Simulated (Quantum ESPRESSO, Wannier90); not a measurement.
## YOF (R-3m): Wannier90 run

```xyz
6
Lattice="-1.8979 3.2872 0.0000 -3.7957 0.0000 0.0000 -1.8979 1.0957 6.2966" Properties=species:S:1:pos:R:3 pbc="T T T"
Y     -1.8979     1.0957     1.4149
Y      1.8979    -1.0957    -1.4149
O     -1.8979     1.0957    -0.8595
O      1.8979    -1.0957     0.8595
F      0.0000     0.0000     2.4656
F      0.0000     0.0000    -2.4656
```

Cell from Materials Project (mp-3637), symmetrised, no further relaxation. COD (Crystallography Open Database) has an entry of this formula and space group (matched by these alone). Computed values, not measurements, from PBEsol: Quantum ESPRESSO (norm-conserving PseudoDojo potentials, cutoff 68 Ry, spinors with spin-orbit coupling) on a Γ-centred 4×4×4 mesh, then Wannier90. Density: 10×10×10 mesh, cold smearing 0.01 Ry.

Bands 31-36 form an isolated set from -3.69 to -2.85 eV relative to the valence-band maximum (on the path) and are turned into 6 Wannier functions by minimising the spread from the start: SCDM (isolated).

### Question
Where do the functions sit, how wide are they and what are they made of?

### Answer
```csv
functions,spread (Å²),"nearest atom, distance (Å)","second atom, distance (Å)",weight on atomic waves
6,3.92,F 1.29,F 1.29,"F 2p 82 %, O 2p 8 %, Y 4d 7 %"
```

Ω_I = 23.23 Å², Ω_total = 23.51 Å²; the interpolated bands follow pw.x to 24 meV rms on the path. Only this start was tried; a symmetric start can stop on a saddle, and mixtures of these functions could lower the total by at most Ω_total − Ω_I.
